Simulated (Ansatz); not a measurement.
ZnS (P6_3mc), an elastic constant from a strain scan

These are results of DFT r2SCAN, scalar-relativistic, plane waves, PAW (Ansatz), not measurements. Cutoff 500 eV, Γ-centred 6×6×4 k-points, Gaussian smearing of 0.05 eV. No spin polarisation. Energies are free energies at this smearing, counted from the undisturbed cell; pressure is positive in compression.

The starting cell (relaxed at this level):

```
Zn S
1.0
     3.80672    0.00000    0.00000
    -1.90336    3.29672    0.00000
     0.00000    0.00000    6.24574
Zn S
2 2
Direct
  0.33333 0.66667 0.00539
  0.66667 0.33333 0.50539
  0.33333 0.66667 0.37961
  0.66667 0.33333 0.87961
```

The cell is strained by ε times the Voigt pattern (1, 1, 0, 0, 0, 0) (xx, yy, zz, yz, xz, xy; engineering shear) with fractional coordinates fixed. The cell holds 4 atoms in V0 = 78.38 Å³. The stress column is τ = (1/V0) dE/dε, got from the stress tensor σ (compression positive) at each point as −det(1 + εP) σ : P(1 + εP)⁻¹, with P the pattern as a tensor.

| ε | ΔE (meV/atom) | τ (GPa) |
| --- | --- | --- |
| -0.0200 | 10.523 | -8.934 |
| -0.0150 | 5.801 | -6.526 |
| -0.0100 | 2.517 | -4.230 |
| -0.0050 | 0.603 | -2.042 |
| 0.0000 | 0.000 | 0.043 |
| 0.0050 | 0.635 | 2.028 |
| 0.0100 | 2.461 | 3.918 |
| 0.0150 | 5.410 | 5.717 |
| 0.0175 | 7.290 | 6.583 |
| 0.0200 | ? | ? |

Problem. Which combination of elastic constants does this scan measure, and how large is it?

Solution. For small ε, τ = τ0 + Kε with K = pᵀCp, which for this pattern is C11 + C22 + 2 C12 in the Cartesian frame shown. The parabola through τ at ε = -0.0050, 0 and 0.0050 has slope K = 407 GPa at zero. The energies per cell, E = NΔE, of the same two points give K = 2[E(ε₊)/ε₊ − E(ε₋)/ε₋]/[(ε₊ − ε₋)V0] = 405 GPa, in agreement. These are clamped-ion values.

Problem. Predict the withheld row at ε = 0.0200 from the harmonic law, and compare.

Solution. ΔE = V0(τ0 ε + Kε²/2)/N = 10.061 meV/atom and τ = 8.18 GPa. The calculation gives 9.428 meV/atom and 7.43 GPa: the energy lies 6 % below the harmonic value, as bonds soften when stretched.

Forces appear on the atoms along this scan, and letting them relax would lower the energy and soften the response.